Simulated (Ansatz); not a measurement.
# SiO2: gradients before and after relaxing the atoms

Start: an entry of the Crystallography Open Database (COD), taken as it stands.

Space group P4_12_12 (No. 92); a = 4.9640, c = 6.9200 Å.

| site | Wyckoff | site symmetry | x | y | z |
| --- | --- | --- | --- | --- | --- |
| Si | 4a | ..2 | 0.3000 | 0.3000 | 0.0000 |
| O | 8b | 1 | 0.2450 | 0.1000 | 0.1750 |

One atom of each set is listed.

Method: Kohn–Sham DFT in Ansatz, PBE, plane waves and PAW, scalar-relativistic, 420 eV cutoff, Γ-centred 5×5×4 k-points, Fermi–Dirac smearing 0.02 eV.

The largest force at the start is 0.81 eV/Å. Relaxing the ions at fixed cell moves them by 0.124 Å at most (atom 12, O) and 0.104 Å rms. End positions:

Si (0.3059, 0.3059, 0.0000)
O (0.2366, 0.1180, 0.1858)

| site | moved (Å) | first shell before | first shell after | V_zz before (10²¹ V/m²) | η before |
| --- | --- | --- | --- | --- | --- |
| Si | 0.042 | 4 O at 1.59 Å | 4 O at 1.63 Å | -0.58 | 0.04 |
| O | 0.124 | 2 Si at 1.59 Å, angle 149° | 2 Si at 1.63 Å, angle 142° | 8.92 | 0.11 |

Q: How do the gradients change?

A: 

```
site  V_zz after  η after  change of V_zz
  Si       -0.40     0.73           +0.18
   O        9.41     0.20           +0.49
```

The largest change of V_zz is on O, from 8.92 to 9.41. In per cent, |V_zz| changes by -32 on Si, +6 on O (all sites that start above 0.5). Where |V_zz| stays above 0.1, η moves most on Si, from 0.04 to 0.73.
